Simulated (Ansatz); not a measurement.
Relaxed-ion elastic tensor of ZnWO$_{4}$ in space group P2/c (No. 13; Zn on 2f, W on 2e, O on 4g, O on 4g) in GPa (Voigt order), r²SCAN (plane waves, PAW; program Ansatz); density 7.91 g/cm³, 10.95 Å³ per atom.

```
 243   112   125   0.0  13.1   0.0
 112   216   121   0.0  12.2   0.0
 125   121   301   0.0   8.2   0.0
 0.0   0.0   0.0  67.4   0.0  -5.7
13.1  12.2   8.2   0.0  73.1   0.0
 0.0   0.0   0.0  -5.7   0.0  25.9
```

Question: Is the crystal mechanically stable?

Answer: Yes: the smallest eigenvalue of C is 25.2 GPa.

Question: Work out the Voigt, Reuss and Hill averages.

Answer: K_V = 164, K_R = 158, K_H = 161; G_V = 60.2, G_R = 50.6, G_H = 55.4 GPa.

Question: Give Young's modulus, Poisson's ratio, Pugh's ratio and the universal anisotropy index.

Answer: E = 9KG/(3K + G) = 149 GPa; ν = 0.35; K/G = 2.91 (ductile by the Pugh limit of 1.75); A_U = 5G_V/G_R + K_V/K_R − 6 = 0.99.

Question: Estimate the sound speeds and the Debye temperature.

Answer: v_l = √((K + 4G/3)/ρ) = 5450 m/s, v_t = √(G/ρ) = 2650 m/s, mean 2970 m/s; Θ = (h/k)(3n/4πV)^(1/3) v_m = 399 K.

Question: Solve the Christoffel equation for the three sound speeds along x, y, z.

Answer: Eigenvalues of C_ijkl n_j n_l equal ρv². In km/s, slowest first: x 1.81, 3.02, 5.56; y 1.78, 2.94, 5.23; z 2.92, 3.03, 6.17.

Question: How much does each axis shrink under pressure?

Answer: Linear compressibilities β_i = Σ_j S_ij (j = 1 to 3): x 2.2, y 2.8, z 1.3 per TPa.

The first step of the workflow began from a Materials Project structure, measured or hypothetical; the Crystallography Open Database files this formula in space group No. 13, but the cells were not matched. Whether it is the stable phase at ambient conditions was not checked. Symmetry was held in the r²SCAN relaxation; whether a distortion lowers the energy is not shown. The run is not spin-polarised. No Hubbard U is applied. Scalar-relativistic: spin–orbit coupling is off unless named, which matters more the heavier the elements.

Potentials: the later of the program's two PAW sets.
